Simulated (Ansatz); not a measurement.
Relaxed-ion elastic tensor of TaS$_{2}$ (CdI2 type, space group No. 164) in GPa (Voigt order), plane-wave PAW PBE+D3(BJ) (Ansatz code); density 7.34 g/cm³, 18.48 Å³ per atom.

|  | 1 | 2 | 3 | 4 | 5 | 6 |
|---|---|---|---|---|---|---|
| 1 | 182 | 31.9 | 12.7 | -8.4 | 0.0 | 0.0 |
| 2 | 31.9 | 182 | 12.7 | 8.4 | 0.0 | 0.0 |
| 3 | 12.7 | 12.7 | 61.3 | 0.0 | 0.0 | 0.0 |
| 4 | -8.4 | 8.4 | 0.0 | 21.7 | 0.0 | 0.0 |
| 5 | 0.0 | 0.0 | 0.0 | 0.0 | 21.7 | -8.4 |
| 6 | 0.0 | 0.0 | 0.0 | 0.0 | -8.4 | 75.1 |

### Question
Is the crystal mechanically stable?

### Answer
Yes: the smallest eigenvalue of C is 20.4 GPa.

### Question
Work out the Voigt, Reuss and Hill averages.

### Answer
K_V = 60.0, K_R = 44.8, K_H = 52.4; G_V = 48.2, G_R = 32.8, G_H = 40.5 GPa.

### Question
Give Young's modulus, Poisson's ratio, Pugh's ratio and the universal anisotropy index.

### Answer
E = 9KG/(3K + G) = 96.6 GPa; ν = 0.19; K/G = 1.29 (brittle by the Pugh limit of 1.75); A_U = 5G_V/G_R + K_V/K_R − 6 = 2.69.

### Question
Estimate the sound speeds and the Debye temperature.

### Answer
v_l = √((K + 4G/3)/ρ) = 3810 m/s, v_t = √(G/ρ) = 2350 m/s, mean 2590 m/s; Θ = (h/k)(3n/4πV)^(1/3) v_m = 292 K.

### Question
How much does each axis shrink under pressure?

### Answer
Linear compressibilities β_i = Σ_j S_ij (j = 1 to 3): x 3.8, y 3.8, z 15 per TPa.

Space group P-3m1 (CdI2 type). This is a known high-temperature phase of the composition, computed here at zero pressure and temperature. The cell was relaxed with PBE+D3(BJ) under the symmetry of its start; whether a distortion lowers the energy is not shown. No spin polarisation was allowed. As this level gives no gap, shear constants depend on the k-mesh and smearing (Fermi–Dirac, 0.1 eV here). Spin–orbit coupling is left out wherever it is not named.

Potentials: the later of the program's two PAW sets.
